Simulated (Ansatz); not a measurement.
# Ta5N6: do energies and stresses tell the same story?

Computed with Ansatz 0.2.0, DFT r2SCAN, scalar-relativistic, plane waves, PAW.

Settings: cutoff 500 eV, Γ-centred mesh 12×12×4 on the computed 22-atom cell, Gaussian smearing of 0.10 eV; no spin polarisation.

Relaxed cell: P6_3/mcm, a = 5.185 Å, b = 5.185 Å, c = 10.421 Å, α = 90.00°, β = 90.00°, γ = 120.00°, 22 atoms in the primitive cell. Whether it is the stable form of this composition wasn't checked.

Energies at zero smearing and pressures from the stress tensor, at volumes with shape and atoms relaxed:
```tsv
V (Å³/atom)	E − E(first) (meV/atom)	P (GPa)
9.705	0.00	51.59
10.036	-89.51	35.53
10.367	-148.32	21.80
10.698	-180.88	10.05
11.029	-190.98	0.01
11.360	-181.89	-8.57
11.690	-156.40	-15.89
12.132	-101.06	-23.97
```

Task: Check P = −dE/dV between neighbouring volumes, and get the bulk modulus from the pressures alone.

Result: With 1 eV/Å³ = 160.2 GPa:
| middle V (Å³/atom) | −ΔE/ΔV (GPa) | mean P (GPa) |
| --- | --- | --- |
| 9.871 | 43.344 | 43.560 |
| 10.202 | 28.479 | 28.663 |
| 10.532 | 15.765 | 15.922 |
| 10.863 | 4.894 | 5.030 |
| 11.194 | -4.404 | -4.281 |
| 11.525 | -12.343 | -12.234 |
| 11.911 | -20.098 | -19.934 |

The two differ by 0.22 GPa at most. The mean of two end pressures misses the average over a step by about ΔV² P″/12, up to 0.21 GPa here; with that taken off 0.01 GPa remains. Around V = 11.029 Å³/atom, the two neighbours give B = −V ΔP/ΔV = 11.029 × 18.62 / 0.662 = 310.4 GPa, against B0 = 308.6 GPa from the Birch–Murnaghan fit of the energies.

Spin–orbit coupling is left out, which can shift energies with elements as heavy as these.

Cost: 9 runs of about 78 core-minutes in all, on Intel Xeon 6975P-C (Granite Rapids) (shared hosts).